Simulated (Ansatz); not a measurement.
# Contact densities of Zr against volume

```
Zr
1.0
     3.23200    0.00000    0.00000
    -1.61600    2.79899    0.00000
     0.00000    0.00000    5.14700
Zr
2
Direct
  0.33333 0.66667 0.25000
  0.66667 0.33333 0.75000
```

Atoms are numbered in the order listed.

Conventional cell: a = 3.232 Å, b = 3.232 Å, c = 5.147 Å, α = 90.00°, β = 90.00°, γ = 120.00°. Around Zr (atom 1) lie 12 Zr at 3.18 to 3.23 Å.

The geometry is COD entry 9008523, unchecked; take it as a test cell.

All numbers below come from DFT, LDA, all-electron PAW with datasets made for the crystal, scalar-relativistic in Ansatz 0.2.0.

Sampling and basis: a Γ-centred 13×13×7 k mesh, Fermi–Dirac smearing of 0.03 eV, cutoff 240 eV (chosen by the program for this cell), no spin polarisation.

The contact density is the mean electron density over the nuclear volume; its changes follow the s electrons' response to bonding and compression. Changes below are taken from the unscaled cell, where it is 488450 e/Å³ at Zr1.

Volumes at which the program chose other datasets or cutoffs are left out.

| V/V(cell) | P (GPa) | Δρ(0) Zr1 (e/Å³) |
| --- | --- | --- |
| 0.9400 | -0.4 | 2.11 |
| 0.9600 | -2.4 | 1.42 |
| 0.9800 | -4.3 | ? |
| 0.9900 | -5.2 | ? |
| 1.0000 | -6.1 | 0.00 |
| 1.0100 | -6.9 | ? |
| 1.0200 | -7.7 | -0.63 |

What belongs in the row "0.9900", column "Δρ(0) Zr1 (e/Å³)"?

0.42.

Fill in "Δρ(0) Zr1 (e/Å³)" for the row "1.0100".

-0.32.

What belongs in the row "0.9800", column "Δρ(0) Zr1 (e/Å³)"?

0.75.

The datasets are made afresh for each cell, so very small changes are uncertain.
